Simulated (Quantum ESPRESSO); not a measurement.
## TiZr2F4O4 (finding a planted mistake in a log)

Computed values, not a measurement. The program is pw.x of Quantum ESPRESSO 7.5 (plane-wave density functional theory). The cell is made up: 11 atoms on a fluorite lattice with one site empty, with randomly drawn elements, strain and displacements, not relaxed. PseudoDojo standard norm-conserving files (v0.5 for PBE, v0.4.1 for LDA and PBEsol) set the functional; there is no spin polarisation, spin-orbit coupling or dispersion term, and the masses in the input are unused placeholders.

Intended input:

```
&control calculation='scf', pseudo_dir='./dojo.nc.sr.pbe.v0_5.standard.upf', outdir='./o', disk_io='low', tprnfor=.true., tstress=.true. /
&system ibrav=0, nat=11, ntyp=4, nbnd=50, ecutwfc=84.00895049, nosym=.true., tot_charge=0,
 occupations='smearing', smearing='fd', degauss=0.0018374661
/
&electrons conv_thr=7.350e-09, electron_maxstep=60, /
ATOMIC_SPECIES
F 1.0 F.upf
O 1.0 O.upf
Ti 1.0 Ti.upf
Zr 1.0 Zr.upf
CELL_PARAMETERS angstrom
4.8707 0.0371 -0.0202
0.0371 4.9642 -0.0353
-0.0202 -0.0353 4.9273
ATOMIC_POSITIONS angstrom
Ti 0.0742 -0.0932 0.0677
Zr 2.2967 0.0401 2.5394
Zr 2.344 2.5201 -0.0716
F 0.9916 1.239 1.1468
F 1.2123 1.1116 3.7375
O 1.1039 3.6936 1.0813
F 1.1539 3.7641 3.6735
O 3.6485 1.296 1.3698
F 3.6875 1.1764 3.5854
O 3.729 3.71 1.1969
O 3.6031 3.7909 3.5963
K_POINTS automatic
5 5 5 1 1 1
```

The log is shortened where brackets say so; the opening notice, blank lines, dates and the lines on written files are dropped, and the path of the files is cut. It prints rydbergs, bohrs and kilobars, and counts compression as positive stress. Where no state is partly filled, the Fermi energy that it prints is only some level between the filled and the empty states on the mesh, and need not lie in the true gap.

Log of the intended run:

```
     Program PWSCF v.7.5
     Parallel version (MPI & OpenMP), running on       4 processor cores
     Number of MPI processes:                 4
     Threads/MPI process:                     1
     [start-up lines left out]
     bravais-lattice index     =            0
     lattice parameter (alat)  =       9.2046  a.u.
     unit-cell volume          =     803.8818 (a.u.)^3
     number of atoms/cell      =           11
     number of atomic types    =            4
     number of electrons       =        88.00
     number of Kohn-Sham states=           50
     kinetic-energy cutoff     =      84.0090  Ry
     charge density cutoff     =     336.0358  Ry
     scf convergence threshold =      7.3E-09
     mixing beta               =       0.7000
     number of iterations used =            8  plain     mixing
     Exchange-correlation= PBE
                           (   1   4   3   4   0   0   0)
     [axes and pseudopotential details left out]
   Cartesian axes
     site n.     atom                  positions (alat units)
         1        Ti     tau(   1) = (   0.0152334  -0.0191341   0.0138989  )
         2        Zr     tau(   2) = (   0.4715161   0.0082326   0.5213428  )
         3        Zr     tau(   3) = (   0.4812269   0.5173805  -0.0146996  )
         4        F      tau(   4) = (   0.2035770   0.2543687   0.2354398  )
         5        F      tau(   5) = (   0.2488871   0.2282132   0.7673146  )
         6        O      tau(   6) = (   0.2266324   0.7583019   0.2219926  )
         7        F      tau(   7) = (   0.2368975   0.7727757   0.7541753  )
         8        O      tau(   8) = (   0.7490428   0.2660708   0.2812221  )
         9        F      tau(   9) = (   0.7570496   0.2415168   0.7360883  )
        10        O      tau(  10) = (   0.7655696   0.7616689   0.2457255  )
        11        O      tau(  11) = (   0.7397221   0.7782777   0.7383261  )
     number of k points=    63  Fermi-Dirac smearing, width (Ry)=  0.0018
                       cart. coord. in units 2pi/alat
        k(    1) = (   0.0996712   0.0980862   0.0999663), wk =   0.0320000
        k(    2) = (   0.1004806   0.0994861   0.2976897), wk =   0.0320000
     [further k points left out]
     Dense  grid:    83605 G-vectors     FFT dimensions: (  54,  60,  60)
     Estimated max dynamical RAM per process >     254.91 MB
     Estimated total dynamical RAM >     958.39 MB
     Initial potential from superposition of free atoms
     starting charge      87.9937, renormalised to      88.0000
     Starting wfcs are   62 randomized atomic wfcs
     total cpu time spent up to now is        5.5 secs
     per-process dynamical memory:   203.4 Mb
     Self-consistent Calculation
     iteration #  1     ecut=    84.01 Ry     beta= 0.70
     Davidson diagonalization with overlap
     ethr =  1.00E-02,  avg # of iterations =  2.0
     total cpu time spent up to now is       14.6 secs
     total energy              =    -649.27119530 Ry
     estimated scf accuracy    <       4.28976026 Ry
     iteration #  2     ecut=    84.01 Ry     beta= 0.70
     Davidson diagonalization with overlap
     ethr =  4.87E-03,  avg # of iterations =  7.4
     total cpu time spent up to now is       31.2 secs
     total energy              =    -643.61403846 Ry
     estimated scf accuracy    <      68.82551905 Ry
     [iterations 3 to 15 left out]
     iteration # 16     ecut=    84.01 Ry     beta= 0.70
     Davidson diagonalization with overlap
     ethr =  2.84E-10,  avg # of iterations =  2.0
     total cpu time spent up to now is      192.0 secs
     total energy              =    -651.64339151 Ry
     estimated scf accuracy    <       0.00000007 Ry
     iteration # 17     ecut=    84.01 Ry     beta= 0.70
     Davidson diagonalization with overlap
     ethr =  8.36E-11,  avg # of iterations =  5.1
     total cpu time spent up to now is      202.9 secs
     End of self-consistent calculation
     [lines on levels left out]
     the Fermi energy is    11.4736 ev
!    total energy              =    -651.64339153 Ry
     estimated scf accuracy    <          5.8E-09 Ry
     smearing contrib. (-TS)   =      -0.00000001 Ry
     internal energy E=F+TS    =    -651.64339151 Ry
     The total energy is F=E-TS. E is the sum of the following terms:
     one-electron contribution =    -194.71050979 Ry
     hartree contribution      =     149.47729291 Ry
     xc contribution           =    -135.66005600 Ry
     ewald contribution        =    -470.75011864 Ry
     convergence has been achieved in  17 iterations
     Forces acting on atoms (cartesian axes, Ry/au):
     atom    1 type  3   force =    -0.27400831   -0.13040975    0.15364788
     atom    2 type  4   force =     0.27629021   -0.12925606   -0.25156748
     atom    3 type  4   force =     0.25394115    0.10934766    0.16825072
     atom    4 type  1   force =     0.05359855    0.01129576    0.00848526
     atom    5 type  1   force =    -0.07307868    0.06852865    0.02441485
     atom    6 type  2   force =     0.07337017    0.05643944   -0.00570842
     atom    7 type  1   force =    -0.04719519   -0.03877428   -0.04418307
     atom    8 type  2   force =    -0.12759789   -0.04983189   -0.11412015
     atom    9 type  1   force =    -0.00526482    0.04463196    0.08198692
     atom   10 type  2   force =    -0.07074444    0.05180514   -0.08490599
     atom   11 type  2   force =    -0.05931074    0.00622337    0.06369949
     Total force =     0.683964     Total SCF correction =     0.000218
     Computing stress (Cartesian axis) and pressure
          total   stress  (Ry/bohr**3)                   (kbar)     P=      136.50
   0.00068231  -0.00012215  -0.00017041          100.37      -17.97      -25.07
  -0.00012215   0.00100871   0.00032615          -17.97      148.39       47.98
  -0.00017041   0.00032615   0.00109265          -25.07       47.98      160.73
     init_run     :      5.12s CPU      5.33s WALL (       1 calls)
     electrons    :    196.85s CPU    197.44s WALL (       1 calls)
     forces       :      1.83s CPU      1.83s WALL (       1 calls)
     stress       :      6.44s CPU      6.44s WALL (       1 calls)
     [timing details left out]
     PWSCF        :   3m30.40s CPU   3m31.25s WALL
     JOB DONE.
```

A second run was made from an input with one planted mistake. Its log:

```
     Program PWSCF v.7.5
     Parallel version (MPI & OpenMP), running on       4 processor cores
     Number of MPI processes:                 4
     Threads/MPI process:                     1
     [start-up lines left out]
     bravais-lattice index     =            0
     lattice parameter (alat)  =       9.2046  a.u.
     unit-cell volume          =     803.8818 (a.u.)^3
     number of atoms/cell      =           11
     number of atomic types    =            4
     number of electrons       =        88.00
     number of Kohn-Sham states=           68
     kinetic-energy cutoff     =      84.0090  Ry
     charge density cutoff     =     336.0358  Ry
     scf convergence threshold =      7.3E-09
     mixing beta               =       0.7000
     number of iterations used =            8  plain     mixing
     Exchange-correlation= PBE
                           (   1   4   3   4   0   0   0)
     [axes and pseudopotential details left out]
   Cartesian axes
     site n.     atom                  positions (alat units)
         1        Ti     tau(   1) = (   0.0152334  -0.0191341   0.0138989  )
         2        Zr     tau(   2) = (   0.4715161   0.0082326   0.5213428  )
         3        Zr     tau(   3) = (   0.4812269   0.5173805  -0.0146996  )
         4        F      tau(   4) = (   0.2035770   0.2543687   0.2354398  )
         5        F      tau(   5) = (   0.2488871   0.2282132   0.7673146  )
         6        O      tau(   6) = (   0.2266324   0.7583019   0.2219926  )
         7        F      tau(   7) = (   0.2368975   0.7727757   0.7541753  )
         8        O      tau(   8) = (   0.7490428   0.2660708   0.2812221  )
         9        F      tau(   9) = (   0.7570496   0.2415168   0.7360883  )
        10        O      tau(  10) = (   0.7655696   0.7616689   0.2457255  )
        11        O      tau(  11) = (   0.7397221   0.7782777   0.7383261  )
     number of k points=    63  Fermi-Dirac smearing, width (Ry)=  0.0522
                       cart. coord. in units 2pi/alat
        k(    1) = (   0.0996712   0.0980862   0.0999663), wk =   0.0320000
        k(    2) = (   0.1004806   0.0994861   0.2976897), wk =   0.0320000
     [further k points left out]
     Dense  grid:    83605 G-vectors     FFT dimensions: (  54,  60,  60)
     Estimated max dynamical RAM per process >     315.63 MB
     Estimated total dynamical RAM >       1.17 GB
     Initial potential from superposition of free atoms
     starting charge      87.9937, renormalised to      88.0000
     Starting wfcs are   62 randomized atomic wfcs +    6 random wfcs
     total cpu time spent up to now is        5.5 secs
     per-process dynamical memory:   253.6 Mb
     Self-consistent Calculation
     iteration #  1     ecut=    84.01 Ry     beta= 0.70
     Davidson diagonalization with overlap
     ethr =  1.00E-02,  avg # of iterations =  6.3
     total cpu time spent up to now is       21.4 secs
     total energy              =    -649.47802817 Ry
     estimated scf accuracy    <       4.05953222 Ry
     iteration #  2     ecut=    84.01 Ry     beta= 0.70
     Davidson diagonalization with overlap
     ethr =  4.61E-03,  avg # of iterations =  2.1
     total cpu time spent up to now is       36.3 secs
     total energy              =    -644.12365212 Ry
     estimated scf accuracy    <      66.18317175 Ry
     [iterations 3 to 15 left out]
     iteration # 16     ecut=    84.01 Ry     beta= 0.70
     Davidson diagonalization with overlap
     ethr =  1.89E-10,  avg # of iterations =  2.0
     total cpu time spent up to now is      206.1 secs
     total energy              =    -651.77561974 Ry
     estimated scf accuracy    <       0.00000006 Ry
     iteration # 17     ecut=    84.01 Ry     beta= 0.70
     Davidson diagonalization with overlap
     ethr =  7.24E-11,  avg # of iterations =  1.5
     total cpu time spent up to now is      217.6 secs
     End of self-consistent calculation
     [lines on levels left out]
     the Fermi energy is    11.1957 ev
!    total energy              =    -651.77561975 Ry
     estimated scf accuracy    <          6.1E-09 Ry
     smearing contrib. (-TS)   =      -0.33049192 Ry
     internal energy E=F+TS    =    -651.44512782 Ry
     The total energy is F=E-TS. E is the sum of the following terms:
     one-electron contribution =    -194.98328789 Ry
     hartree contribution      =     149.98319290 Ry
     xc contribution           =    -135.69491420 Ry
     ewald contribution        =    -470.75011864 Ry
     convergence has been achieved in  17 iterations
     Forces acting on atoms (cartesian axes, Ry/au):
     atom    1 type  3   force =    -0.21444149   -0.07013392    0.08177924
     atom    2 type  4   force =     0.22043421   -0.12232800   -0.22185822
     atom    3 type  4   force =     0.20232897    0.08490171    0.13886019
     atom    4 type  1   force =     0.05994643    0.01585948    0.01836509
     atom    5 type  1   force =    -0.07140818    0.06733927    0.02604466
     atom    6 type  2   force =     0.08412830    0.03116845    0.02139802
     atom    7 type  1   force =    -0.03839249   -0.04171549   -0.04473969
     atom    8 type  2   force =    -0.11375433   -0.04047503   -0.10193569
     atom    9 type  1   force =    -0.00392222    0.04228644    0.07994416
     atom   10 type  2   force =    -0.07224532    0.03842986   -0.05788811
     atom   11 type  2   force =    -0.05267387   -0.00533276    0.06003035
     Total force =     0.561810     Total SCF correction =     0.000139
     Computing stress (Cartesian axis) and pressure
          total   stress  (Ry/bohr**3)                   (kbar)     P=      177.58
   0.00104431  -0.00009363  -0.00019446          153.62      -13.77      -28.61
  -0.00009363   0.00124178   0.00026470          -13.77      182.67       38.94
  -0.00019446   0.00026470   0.00133538          -28.61       38.94      196.44
     init_run     :      5.01s CPU      5.27s WALL (       1 calls)
     electrons    :    211.32s CPU    212.08s WALL (       1 calls)
     forces       :      2.24s CPU      2.24s WALL (       1 calls)
     stress       :      7.74s CPU      7.74s WALL (       1 calls)
     [timing details left out]
     PWSCF        :   3m46.70s CPU   3m47.76s WALL
     JOB DONE.
```

Question: what was wrong in the second input?

Answer: the smearing is too wide. The input lines that differ, file-writing options aside:

```
- &system ibrav=0, nat=11, ntyp=4, nbnd=50, ecutwfc=84.00895049, nosym=.true., tot_charge=0,
+ &system ibrav=0, nat=11, ntyp=4, nbnd=68, ecutwfc=84.00895049, nosym=.true., tot_charge=0,
-  occupations='smearing', smearing='fd', degauss=0.0018374661
+  occupations='smearing', smearing='fd', degauss=0.0521840375
```

|  | intended run | run with the mistake |
| --- | --- | --- |
| free energy (eV) | -8866.060 | -8867.859 |
| smearing term -TS (eV) | 0.0000 | -4.4966 |
| pressure (GPa) | 13.65 | 17.76 |
| largest force component (eV/Å) | 7.104 | 5.704 |
| largest change of a force component (eV/Å) |  | 1.848 |
| iterations | 17 | 17 |

For scale, a rerun of the intended cell at 1467 eV and a 7 x 7 x 7 mesh moved values by no more than 0.004 eV in energy, 0.04 GPa in stress and 0.003 eV/Å in force. The number of bands, nbnd, was set by rule from the electron count and the smearing, so it follows the mistake.